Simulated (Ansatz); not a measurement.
Space group I4/mmm (No. 139). a = 3.923 Å, b = 3.923 Å, c = 9.455 Å, α = 90.00°, β = 90.00°, γ = 90.00°
```json
{"atom": "Y", "site": "2a", "symmetry": "4/mmm", "x": "0.0000", "y": "0.0000", "z": "0.0000"}
{"atom": "Si", "site": "4e", "symmetry": "4mm", "x": "0.0000", "y": "0.0000", "z": "0.3726"}
{"atom": "Ni", "site": "4d", "symmetry": "-4m2", "x": "0.0000", "y": "0.5000", "z": "0.2500"}
```

Equation of state of this YSi$_{2}$Ni$_{2}$ structure (not necessarily the ground state), with shape and atoms relaxed at each volume where symmetry leaves them free. It has no gap at any of these volumes. These are results of DFT PBEsol, scalar-relativistic, plane waves, PAW (Ansatz 0.2.0), not measurements.

Settings: cutoff 420 eV, Γ-centred mesh 12×12×12 on the computed 5-atom cell, Gaussian smearing of 0.10 eV; no spin polarisation.

| V (Å³/atom) | E − E(largest V) (meV/atom) | P (GPa) |
| --- | --- | --- |
| 13.679 | 5.09 | 10.48 |
| 14.116 | -15.51 | 4.81 |
| 14.552 | -21.85 | -0.02 |
| 14.989 | -16.06 | -4.11 |
| 15.426 | 0.00 | -7.59 |

Question: Fit a third-order Birch–Murnaghan equation to E(V).

Answer: V0 = 14.55 Å³/atom, B0 = 148 GPa, B0' = 4.5.

Spin polarisation was left out, and a magnetic state may lie lower.

Cost: 5 runs of about 9.9 core-minutes in all, on AMD EPYC 7R43 (Zen 3) (shared hosts).